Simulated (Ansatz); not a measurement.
A generator proposed this cell of InO5.

```xyz
6
Lattice="0.0000 3.3694 3.3694 3.3694 0.0000 3.3694 3.3694 3.3694 0.0000" Properties=species:S:1:pos:R:3 pbc="T T T"
In    3.3694    3.3694    3.3694
O     2.4717    2.4717    2.4717
O     4.2671    4.2671    2.4717
O     4.2671    2.4717    4.2671
O     2.4717    4.2671    4.2671
O     0.0000    0.0000    0.0000
```

The calculation used DFT PBE, scalar-relativistic, plane waves, PAW (Ansatz). Plane waves to 420 eV, a k mesh through Γ of 4×4×4 on the computed 6-atom cell and Gaussian smearing (0.10 eV); collinear spin from starting moments 0.0 1.0 1.0 1.0 1.0 1.0 μB.

The zero of energy is the elements' standard structures at the same level (O₂ as a molecule); no fitted shifts are applied.

Question: What does a single point on this coarse mesh give?

Answer: The pressure is 101.0 GPa (it wants to expand), the largest force is 21.74 eV/Å, and the energy is +3.82 eV/atom against the elements. The shortest distance is 1.55 Å, so close that the PAW spheres overlap strongly and these values are rough.

Question: How much does it gain on relaxing, and where does it end?

Answer: Relaxing gains about 2.6 eV/atom (the start's value is from the coarse mesh, so the gain is rough) in 15 ionic steps and ends at +1.18 eV/atom on the finer mesh. The symmetry stays F-43m (No. 216). The volume per atom grows by 56.4 %, from 12.8 to 19.9 Å³. The shortest distance goes from 1.55 Å (In–O) to 2.09 Å (In–O). Conventional cell: a = 7.823 Å. In is surrounded by 4 O at 2.09 Å; O on a site of symmetry 3m has 1 In at 2.09 Å, 3 O at 2.12 Å and 3 O at 3.20 Å; O on a site of symmetry -43m is surrounded by 12 O at 3.20 Å (long contacts).

The last run used collinear spin, an 8×8×8 mesh for its 6-atom cell and Gaussian smearing of 0.10 eV. The magnetic state reached may not be the lowest. The relaxation can't lower the symmetry of the start. Symmetry constrained the relaxation, so the result can be a saddle point. Another cell of InO5 relaxed alike, in P6/mmm, lies 0.42 eV/atom lower, so this cell isn't the stable form at this level.
